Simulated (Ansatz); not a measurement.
Values for one crystal, relaxed and computed with the program Ansatz at the PBEsol level (PAW); other levels are named.

| Property | Value |
|---|---|
| Volume per atom | 12.44 Å³ |
| Electronic character | metallic (no gap) |
| Debye temperature from the elastic constants | 815 K |
| Young's modulus | 370 GPa |
| Hill bulk and shear moduli | 188 and 158 GPa |
| Mechanical stability | stable (all eigenvalues of C positive) |
| Formation energy from the elements (no fitted shifts) | -0.59 eV/atom |

**Question.** Which compound is it?
A) SiGe, P-6m2 (Ge on 1a, Si on 1f)
B) VSi2, P6_422 (V on 3c, Si on 6i)
C) TiSi, Pnma (Ti on 4c, Si on 4c)
D) SiW, rock salt

**Answer.** B, VSi2, P6_422 (V on 3c, Si on 6i)

The first step of the workflow began from a Materials Project structure, measured or hypothetical; the Crystallography Open Database files this formula in space group No. 181, but the cells were not matched. Whether it is the stable phase at ambient conditions was not checked. Symmetry was held in the PBEsol relaxation; its stability against distortions is not shown here. The workflow began spin-polarised and lost its moments. As this level gives no gap, shear constants depend on the k-mesh and smearing (Fermi–Dirac, 0.1 eV here). The references are the lowest solids computed at this level, not always the standard phases.

Potentials: the later of the program's two PAW sets.
